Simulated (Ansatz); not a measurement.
A relaxation computed with Ansatz, from input to last step.

```yaml
crystal:
  lattice:
    - [3.3178488582, 0.0, 0.0]
    - [-1.6589244291, 2.8733413971, 0.0]
    - [0.0, 0.0, 36.41830731]
  atoms:
    - { symbol: W, position: [0.66666667, 0.33333333, 0.90611047] }
    - { symbol: W, position: [0.66666667, 0.33333333, 0.280468] }
    - { symbol: W, position: [0.33333333, 0.66666667, 0.719532] }
    - { symbol: W, position: [0.33333333, 0.66666667, 0.09388953] }
    - { symbol: Se, position: [0.33333333, 0.66666667, 0.95178674] }
    - { symbol: Se, position: [0.33333333, 0.66666667, 0.32610682] }
    - { symbol: Se, position: [0.66666667, 0.33333333, 0.76520455] }
    - { symbol: Se, position: [0.66666667, 0.33333333, 0.1395502] }
    - { symbol: Se, position: [0.33333333, 0.66666667, 0.8604498] }
    - { symbol: Se, position: [0.33333333, 0.66666667, 0.23479545] }
    - { symbol: Se, position: [0.66666667, 0.33333333, 0.67389318] }
    - { symbol: Se, position: [0.66666667, 0.33333333, 0.04821326] }
basis:
  ecutwfc: 500
kpoints:
  mp_grid: { grid: [12, 12, 1] }
hamiltonian:
  xc: r2scan
scf:
  occupations: { method: gaussian, width: 0.02 }
output:
  forces: true
  stress: true
  eigenvalues: true
relax:
  adjacent_minimum: "off"
  f_tol: 0.01
  max_steps: 40
```

```bash
ansatz run input.yaml --threads 2 --pin off --max-ram 5120MiB --backend cpu --events-out ev --progress --plain --runs-dir out
```

The calculation used DFT r2SCAN, scalar-relativistic, plane waves, PAW (Ansatz 0.2.0).

Of 5 frames 5 are shown, positions in Å and forces in eV/Å; the SCF threshold varies from step to step. The mark taken_back stands on steps that the optimiser undid.

```xyz
12
Lattice="3.3178 0.0000 0.0000 -1.6589 2.8733 0.0000 0.0000 0.0000 36.4183" Properties=species:S:1:pos:R:3:forces:R:3 pbc="T T T" step=1 free_energy_over_end_meV_per_atom=0.10
W     1.6589    0.9578   32.9990    0.0000    0.0000    0.0104
W     1.6589    0.9578   10.2142    0.0000    0.0000    0.0033
W     0.0000    1.9156   26.2041    0.0000    0.0000   -0.0033
W     0.0000    1.9156    3.4193    0.0000    0.0000   -0.0104
Se    0.0000    1.9156   34.6625    0.0000    0.0000   -0.0522
Se    0.0000    1.9156   11.8763    0.0000    0.0000   -0.0454
Se    1.6589    0.9578   27.8675    0.0000    0.0000   -0.0548
Se    1.6589    0.9578    5.0822    0.0000    0.0000   -0.0502
Se    0.0000    1.9156   31.3361    0.0000    0.0000    0.0502
Se    0.0000    1.9156    8.5509    0.0000    0.0000    0.0548
Se    1.6589    0.9578   24.5420    0.0000    0.0000    0.0454
Se    1.6589    0.9578    1.7558    0.0000    0.0000    0.0522
12
Lattice="3.3178 0.0000 0.0000 -1.6589 2.8733 0.0000 0.0000 0.0000 36.4183" Properties=species:S:1:pos:R:3:forces:R:3 pbc="T T T" step=2 free_energy_over_end_meV_per_atom=0.15 taken_back
W     1.6589    0.9578   33.0273    0.0000    0.0000   -0.0114
W     1.6589    0.9578   10.2565    0.0000    0.0000    0.0008
W     0.0000    1.9156   26.1619    0.0000    0.0000   -0.0008
W     0.0000    1.9156    3.3910    0.0000    0.0000    0.0114
Se    0.0000    1.9156   34.6833    0.0000    0.0000    0.0748
Se    0.0000    1.9156   11.9118    0.0000    0.0000    0.0772
Se    1.6589    0.9578   27.8183    0.0000    0.0000    0.0807
Se    1.6589    0.9578    5.0475    0.0000    0.0000    0.0794
Se    0.0000    1.9156   31.3708    0.0000    0.0000   -0.0794
Se    0.0000    1.9156    8.6000    0.0000    0.0000   -0.0807
Se    1.6589    0.9578   24.5065    0.0000    0.0000   -0.0772
Se    1.6589    0.9578    1.7350    0.0000    0.0000   -0.0748
12
Lattice="3.3178 0.0000 0.0000 -1.6589 2.8733 0.0000 0.0000 0.0000 36.4183" Properties=species:S:1:pos:R:3:forces:R:3 pbc="T T T" step=3 free_energy_over_end_meV_per_atom=0.02
W     1.6589    0.9578   33.0045    0.0000    0.0000    0.0007
W     1.6589    0.9578   10.2352    0.0000    0.0000    0.0022
W     0.0000    1.9156   26.1831    0.0000    0.0000   -0.0022
W     0.0000    1.9156    3.4138    0.0000    0.0000   -0.0007
Se    0.0000    1.9156   34.6648    0.0000    0.0000    0.0028
Se    0.0000    1.9156   11.8946    0.0000    0.0000    0.0040
Se    1.6589    0.9578   27.8436    0.0000    0.0000    0.0001
Se    1.6589    0.9578    5.0740    0.0000    0.0000    0.0027
Se    0.0000    1.9156   31.3443    0.0000    0.0000   -0.0027
Se    0.0000    1.9156    8.5747    0.0000    0.0000   -0.0001
Se    1.6589    0.9578   24.5237    0.0000    0.0000   -0.0040
Se    1.6589    0.9578    1.7535    0.0000    0.0000   -0.0028
12
Lattice="3.3178 0.0000 0.0000 -1.6589 2.8733 0.0000 0.0000 0.0000 36.4183" Properties=species:S:1:pos:R:3:forces:R:3 pbc="T T T" step=4 free_energy_over_end_meV_per_atom=0.01
W     1.6589    0.9578   33.0052    0.0000    0.0000   -0.0009
W     1.6589    0.9578   10.2521    0.0000    0.0000    0.0012
W     0.0000    1.9156   26.1662    0.0000    0.0000   -0.0012
W     0.0000    1.9156    3.4131    0.0000    0.0000    0.0009
Se    0.0000    1.9156   34.6655    0.0000    0.0000    0.0022
Se    0.0000    1.9156   11.9115    0.0000    0.0000    0.0037
Se    1.6589    0.9578   27.8268    0.0000    0.0000    0.0021
Se    1.6589    0.9578    5.0735    0.0000    0.0000    0.0039
Se    0.0000    1.9156   31.3448    0.0000    0.0000   -0.0039
Se    0.0000    1.9156    8.5915    0.0000    0.0000   -0.0021
Se    1.6589    0.9578   24.5068    0.0000    0.0000   -0.0037
Se    1.6589    0.9578    1.7528    0.0000    0.0000   -0.0022
12
Lattice="3.3178 0.0000 0.0000 -1.6589 2.8733 0.0000 0.0000 0.0000 36.4183" Properties=species:S:1:pos:R:3:forces:R:3 pbc="T T T" step=5 free_energy_over_end_meV_per_atom=0.00
W     1.6589    0.9578   32.9943    0.0000    0.0000   -0.0016
W     1.6589    0.9578   10.2780    0.0000    0.0000    0.0001
W     0.0000    1.9156   26.1403    0.0000    0.0000   -0.0001
W     0.0000    1.9156    3.4240    0.0000    0.0000    0.0016
Se    0.0000    1.9156   34.6546    0.0000    0.0000    0.0056
Se    0.0000    1.9156   11.9374    0.0000    0.0000    0.0042
Se    1.6589    0.9578   27.8008    0.0000    0.0000    0.0042
Se    1.6589    0.9578    5.0844    0.0000    0.0000    0.0053
Se    0.0000    1.9156   31.3339    0.0000    0.0000   -0.0053
Se    0.0000    1.9156    8.6175    0.0000    0.0000   -0.0042
Se    1.6589    0.9578   24.4809    0.0000    0.0000   -0.0042
Se    1.6589    0.9578    1.7637    0.0000    0.0000   -0.0056
```

The run took 8.4 min on 2 threads of AMD EPYC (Zen 3), with other jobs on the host, peak memory 1.8 GiB.

Spin–orbit coupling is left out, which can shift energies with elements as heavy as these. The cell holds layers, and r2SCAN describes their binding at middle range but leaves out its long-range dispersion part.